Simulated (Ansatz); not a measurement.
ZnS:
```
CELL_PARAMETERS angstrom
      3.84516     0.00000     0.00000
     -1.92258     3.33000     0.00000
      0.00000     0.00000     6.30554
ATOMIC_POSITIONS crystal
  Zn 0.66667 0.33333 0.99986
  Zn 0.33333 0.66667 0.49986
  S  0.66667 0.33333 0.62534
  S  0.33333 0.66667 0.12534
```

Relaxed with PBE.

Map the electron localisation function on the plane through (0.667, 0.333, 1.000) spanned by u = [0, 0, 1] and v = [1, -1, 0] in lattice vectors, from PBE (plane waves, PAW; program Ansatz).

x is the fraction of u, y of v (the angle between them is 90°; rows are the nearest grid lines); atoms in the plane: Zn at (0.00, 0.00), Zn at (0.50, 0.67), S at (0.63, 0.00), S at (0.13, 0.67).
```
|    ::..    .=#%%#-   =@@@*:.    |
|   .::..    .=#%%%+. .*@@@*:.    |
|  ...::..   .-+%@@@@@%@@@%+:.... |
|..::--=-:.  .:=*%@@@@@@@%*=:.....|
|+*%@@@%%*+:....:::=+*#**=:....:-+|
|%@@@@@@@%*=:......::--=-:.  .:=*%|
|@@%*++%@@@*:..     .:...    .=*%@|
|%%+. .+@@@*:.      .::..    .=#%%|
|%#-   =@@@*:.       ::..    .=#%%|
|@@%+=+#@@@*:..     .:...    .=*%@|
|%@@%%%%@@%+:.:.. .......    .-*#%|
|#%%%%%%#*+-:...:.......      .-+#|
|+*####*+=-:...........        :-+|
|...::...                        .|
|                                 |
|                                 |
|                                 |
|                                 |
|....          ..:-=====-:..   ...|
|......        :-+*####*+=-:......|
|:......      :=#%@@@@%%%%#=:.::::|
| .......    .-*#%@@%%%%@@%+:.:.. |
|   .::..    .=#%%%+. .+@@@*:.    |
|    ::..    .=#%%#-   =@@@*:.    |
```
Scale: ten equal steps from 0.000 (start of ' ') to 0.898 (end of '@'), in the order ' .:-=+*#%@'; x runs from 0.000 to 1.00, y from 0.000 (bottom) to 1.00 (top).

The density is the valence pseudo-density with augmentation charge, so density and ELF within about 1 Å of a nucleus are not all-electron values.

Space group P6_3mc (wurtzite). The PBE relaxation kept the symmetry of its start; phonons on a q-mesh show no instability.

Potentials: the later of the program's two PAW sets.
